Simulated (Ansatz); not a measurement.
KBr (rock salt)

```
CELL_PARAMETERS angstrom
      0.00000     3.30442     3.30442
      3.30442     0.00000     3.30442
      3.30442     3.30442     0.00000
ATOMIC_POSITIONS crystal
  K  0.00000 0.00000 0.00000
  Br 0.50000 0.50000 0.50000
```

The slice is a {100} plane (indices of the conventional cell) through the point (0.500, 0.500, 0.500) (fractional), spanned by u = [100] and v = [0 1 -1] in vectors of this cell: u (4.67 Å) and v (4.67 Å, at 90° to u). It covers one period; positions are fractions (u, v).

Level of theory: r2SCAN (plane waves to 500 eV, PAW, scalar-relativistic; Ansatz, a program for electronic structure). k mesh 9×9×9. Inside the PAW spheres the values are not all-electron values, and peaks at nuclei hang on which shells count as valence. KBr was relaxed with its symmetry unable to fall.

Question: What is the valence density on the shortest K–Br line in this plane (3.30 Å), at its minimum between the atoms?

Answer: 0.07 e/Å³.

Question: What is the ELF at the density minimum of the shortest K–Br line in this plane (3.30 Å)?

Answer: 0.0.

Question: Predict the map of the valence electron density on the slice.

Answer: 
| v \ u | 0.00 | 0.09 | 0.19 | 0.28 | 0.38 | 0.47 | 0.56 | 0.66 | 0.75 | 0.84 | 0.94 |
|---|---|---|---|---|---|---|---|---|---|---|---|
| 0.88 | 0.1 | 0.0 | -0.3 | -0.8 | -1.4 | -1.7 | -1.6 | -1.2 | -0.6 | -0.1 | 0.1 |
| 0.75 | -0.4 | -0.6 | -0.9 | -1.1 | -1.0 | -0.8 | -0.8 | -1.1 | -1.1 | -0.7 | -0.5 |
| 0.62 | -1.3 | -1.3 | -1.3 | -0.8 | 0.0 | 0.4 | 0.3 | -0.2 | -1.0 | -1.4 | -1.3 |
| 0.50 | -1.8 | -1.8 | -1.4 | -0.4 | 0.4 | 0.6 | 0.6 | 0.2 | -0.8 | -1.6 | -1.8 |
| 0.38 | -1.3 | -1.3 | -1.3 | -0.8 | 0.0 | 0.4 | 0.3 | -0.2 | -1.0 | -1.4 | -1.3 |
| 0.25 | -0.4 | -0.6 | -0.9 | -1.1 | -1.0 | -0.8 | -0.8 | -1.1 | -1.1 | -0.7 | -0.5 |
| 0.12 | 0.1 | 0.0 | -0.3 | -0.8 | -1.4 | -1.7 | -1.6 | -1.2 | -0.6 | -0.1 | 0.1 |
| 0.00 | -1.2 | 0.0 | -0.1 | -0.7 | -1.3 | -1.8 | -1.6 | -1.1 | -0.4 | 0.0 | -0.3 |

Values: log₁₀ of the valence density in e/Å³. The scale is logarithmic, as a density can span decades between atoms and voids.
